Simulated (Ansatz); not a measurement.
Sr$_{2}$GaSi:
```
Sr2GaSi
1.0
    0.00000     2.35840    -5.89989
    0.00000     2.35840     5.89989
    4.22951     0.00000     0.00000
Sr Ga Si
2 1 1
Direct
  0.36091   0.63909   0.50000
  0.64112   0.35888   0.00000
  0.06143   0.93857   0.50000
  0.93653   0.06347   0.00000
```

Relaxed with r²SCAN. Special points in fractions of this cell's reciprocal vectors: Γ (0.000, 0.000, 0.000); Y (-0.500, 0.500, 0.000); C0 (-0.290, 0.710, 0.000); Σ0 (0.290, 0.290, 0.000); Z (0.000, 0.000, 0.500); A0 (0.290, 0.290, 0.500); E0 (-0.290, 0.710, 0.500); T (-0.500, 0.500, 0.500); S (0.000, 0.500, 0.000); R (0.000, 0.500, 0.500).

Task: List the band energies nearest the Fermi level at these points for r²SCAN in the plane-wave PAW code Ansatz.

Result: In eV from the Fermi level; about four levels below and three above (degenerate sets whole), none deeper than 8.9 eV; points with the same levels are listed once.

| k | below | above |
|---|---|---|
| Γ | -4.49 -1.55 -1.21 -0.81 | 0.36 1.75 2.08 |
| Y | -5.05 -1.07 -0.91 -0.31 | 0.50 0.61 2.70 |
| C0 | -3.02 -1.16 -0.60 -0.34 | 1.73 2.07 2.48 |
| Z | -1.70 -1.39 -0.87 -0.08 | 0.47 0.59 3.53 |
| A0 | -2.06 -1.71 -1.22 -0.66 | 1.24 1.34 3.78 |
| T | -6.25 -2.50 -2.18 -0.61 | 0.27 1.82 1.88 |
| S | -2.95 -1.24 -1.16 -0.10 | 1.87 2.11 2.32 |
| R | -1.90 -1.54 -1.31 -0.73 | 1.08 1.10 4.34 |

Space group Amm2. The first step of the workflow began from a Materials Project structure, measured or hypothetical; the Crystallography Open Database copy checked does not list it. With Ga and Si taken as one species the cell has the higher symmetry Cmcm, so it may be an ordered model of a mixed-site phase. Its standing as an ambient phase is unchecked. The r²SCAN relaxation kept the symmetry of its start; its stability against distortions is not shown here. Scalar-relativistic: spin–orbit coupling is off unless named, which matters more the heavier the elements.

Potentials: the later of the program's two PAW sets.
